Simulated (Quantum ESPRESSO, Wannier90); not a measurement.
## AlAs (zinc blende): Wannier90 run

```
AlAs
1.0
    0.00000     2.83790     2.83790
    2.83790     0.00000     2.83790
    2.83790     2.83790     0.00000
Al As
1 1
Direct
  0.00000   0.00000   0.00000
  0.25000   0.25000   0.25000
```

Structure: Materials Project mp-2172, symmetrised, not relaxed again. COD (Crystallography Open Database) has an entry of this formula and space group (matched by these alone). Computed values, not measurements, from PBEsol: Quantum ESPRESSO (norm-conserving PseudoDojo potentials, cutoff 68 Ry, no spin polarisation, no spin-orbit coupling) on a Γ-centred 10×10×10 mesh, then Wannier90. Density: 10×10×10 mesh, cold smearing 0.01 Ry. Spin-orbit coupling, left out, would split the p-like bands by a few tenths of an eV.

Base run: 8 functions from bands 6-20 of the 20 computed, start hydrogen-like Al: s;p; As: s;p, centres 0.05 Å off the atoms, frozen window up to 2.84 eV relative to the valence-band maximum, outer window open. Rows change the key named; with other orbitals the number of functions and the frozen window follow, as listed; window edges are relative to the valence-band maximum. The misfit compares interpolated bands with pw.x on a high-symmetry path, for states up to 2.3 eV relative to the valence-band maximum. Converged means that the tolerances were met: symmetric starts can stop on a saddle, which shows as a larger Ω_OD at equal Ω_I and can move the misfit too.

```json
[
 {"setting": "base", "functions": "8", "frozen to (eV)": "2.84", "Ω_I (Å²)": "12.57", "Ω_D (Å²)": "0.05", "Ω_OD (Å²)": "1.55", "rms misfit (meV)": "11", "worst (meV)": "154", "ended": "converged"}
]
```

Problem. Starting from this base row, predict which settings stop with an error, and how Ω_I and the misfit move in the others: only the lowest 11 of the kept bands; only the lowest 13 of the kept bands; dis_mix_ratio = 0.2.

Solution. 
| setting | functions | frozen to (eV) | Ω_I (Å²) | Ω_D (Å²) | Ω_OD (Å²) | rms misfit (meV) | worst (meV) | ended |
|---|---|---|---|---|---|---|---|---|
| only the lowest 11 of the kept bands | 8 | 2.84 | 15.47 | 0.12 | 2.01 | 7.7 | 113 | converged |
| only the lowest 13 of the kept bands | 8 | 2.84 | 13.52 | 0.07 | 1.70 | 9.0 | 127 | converged |
| dis_mix_ratio = 0.2 | 8 | 2.84 | 12.57 | 0.05 | 1.55 | 11 | 154 | converged |

Runs of this sweep that didn't settle are not listed.
